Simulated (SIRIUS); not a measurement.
A self-consistent single point of InSe (R3m, 4 atoms in the cell; from Materials Project mp-22691, changed as shown).

```yaml
crystal:
  lattice:
    - [2.01658, 1.16427, 8.57973]
    - [-2.01658, 1.16427, 8.57973]
    - [0.00000, -2.32854, 8.57973]
  atoms:
    - { symbol: In, position: [0.11035, 0.11035, 0.11035] }
    - { symbol: In, position: [0.00183, 0.00183, 0.00183] }
    - { symbol: Se, position: [0.61971, 0.61971, 0.61971] }
    - { symbol: Se, position: [0.82581, 0.82581, 0.82581] }
```

All values come from this method and carry its errors: LDA (PW92), GBRV LDA ultrasoft pseudopotentials (plane waves; SIRIUS).

SIRIUS settings:

```
key                                                                   value
--------------------------------------  -----------------------------------
parameters.ngridk                                                     6 6 6
parameters.xc_functionals                           [XC_LDA_X, XC_LDA_C_PW]
parameters.gk_cutoff                                           6.325 1/bohr
parameters.pw_cutoff                                          14.143 1/bohr
parameters.smearing                                                gaussian
parameters.smearing_width                                    0.000734986 Ha
potentials                              GBRV LDA ultrasoft pseudopotentials
parameters.electronic_structure_method                      pseudopotential
parameters.num_bands                                                     23
parameters.num_mag_dims                                                   0
parameters.num_dft_iter                                                 100
parameters.energy_tol                                              1e-07 Ha
parameters.density_tol                                                1e-06
mixer.type                                                         broyden2
mixer.beta                                                              0.3
mixer.use_hartree                                                     false
```

Results:

| Quantity | Result |
|---|---|
| Number of valence electrons | 38 |
| Number of bands | 23 |
| Number of k-points after the program's reduction | 32 |
| Number of plane waves (most at a k-point) | 3524 |
| Number of SCF iterations | 30 |
| FFT grid | 80 × 80 × 80 |
| Free energy E − TS | -4799.9019 eV |
| Gap on the k-point mesh | 0.21 eV |
| Pressure | -2.49 GPa |
| Largest force (vector length) | 0.087 eV/Å |

Forces (eV/Å):
```json
[
 {"atom": "In1", "Fx": "0.000", "Fy": "0.000", "Fz": "-0.069"},
 {"atom": "In2", "Fx": "0.000", "Fy": "0.000", "Fz": "0.070"},
 {"atom": "Se3", "Fx": "0.000", "Fy": "0.000", "Fz": "0.087"},
 {"atom": "Se4", "Fx": "0.000", "Fy": "0.000", "Fz": "-0.087"}
]
```

Stress (GPa, positive for compression):
```
-2.43   0.00   0.00
 0.00  -2.43   0.00
 0.00   0.00  -2.59
```

Gaps are taken between levels on the mesh.

For comparison: a first run was changed to give this one (volume scaled by 0.99), and from it to this one the free energy falls by 4.2 meV/atom, the pressure goes from -2.91 to -2.49 GPa, the largest force goes from 0.159 to 0.087 eV/Å and the gap on the mesh goes from 0.191 to 0.214 eV.

The structure comes from a collection of computed structures, made at another level of theory; the collection holds predicted forms beside known ones.

Cost on one core: about 3 core-minutes (a rough figure).
